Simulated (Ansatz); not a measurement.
One crystal and one scan (energy against volume) at two levels, PBE (plane waves to 420 eV, PAW, scalar-relativistic; Ansatz, a program for electronic structure) and PBEsol (plane waves to 420 eV, PAW, scalar-relativistic; Ansatz), each from its own relaxed cell and on its own mesh.

The crystal is WSi$_{2}$ (MoSi2 type, space group I4/mmm); the cell is scaled evenly about its relaxed volume V₀.

Energies are smeared free energies. Spin-orbit coupling is left out, though W is heavy. The PAW data are Ansatz's earlier set. WSi2 is run without spin polarisation. WSi2 was relaxed with its symmetry unable to fall. With the shape held, the modulus is that of even scaling; a crystal free to change shape is softer. Both scans cover V/V₀ from 0.940 to 1.060.

```
quantity                                                                     run 1  run 2
---------------------------------------------------------------------------  -----  -----
Lattice constant a (Å)                                                       3.229  3.203
Lattice constant c (Å)                                                       7.868  7.816
Relaxed volume (Å³/atom)                                                     13.68  13.36
Pressure at the smallest volume (GPa)                                         15.5   16.5
Bulk modulus at fixed cell shape B₀ (third-order Birch-Murnaghan fit) (GPa)  218.5  233.0
Pressure for 5 % compression (fit) (GPa)                                      12.6   13.4
```

Problem. Which run is which level?

Solution. Run 1 is PBE, run 2 is PBEsol. PBE gives the higher value for: lattice constant a; lattice constant c; relaxed volume. PBE gives the lower value for: pressure at the smallest volume; bulk modulus at fixed cell shape B₀; pressure for 5 % compression.

(Under strain, the slope of the energy per volume gives the stress and its curvature an elastic modulus.)
